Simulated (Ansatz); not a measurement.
Cu2O in space group Pn-3m (No. 224; Cu on 4c, O on 2a), plane-wave PAW PBE (Ansatz code). The conduction-band minimum lies at Γ, with 1 equivalent valley. Second derivatives d²E/dk² of the lowest band at one valley (eV·Å²), along Cartesian directions:

```tsv
direction	d²E/dk²
[100]	8.184
[010]	8.184
[001]	8.184
[110]	8.184
[101]	8.184
[011]	8.184
```

**Question.** Find the principal effective masses, the density-of-states mass and the conductivity mass.

**Answer.** Off-diagonal terms follow from H_xy = H[110] − (H_xx + H_yy)/2, and m*/mₑ = 7.620 eV·Å² over each eigenvalue: 0.93, 0.93, 0.93. One valley's DOS mass (m₁m₂m₃)^(1/3) = 0.93, conductivity mass 3/(Σ 1/mᵢ) = 0.93 mₑ.

**Question.** What effective density of states Nc follows at 300 K for parabolic valleys?

**Answer.** Nc = 2.509e19 × 1 × (0.93)^(3/2) ≈ 2.3e19 cm⁻³.

Symmetry was held in the PBE relaxation. The workflow began spin-polarised and lost its moments. No Hubbard U is applied.

Potentials: the earlier of the program's two PAW sets.

Edges and masses are those of Kohn–Sham bands, whose gap is no quasiparticle gap.
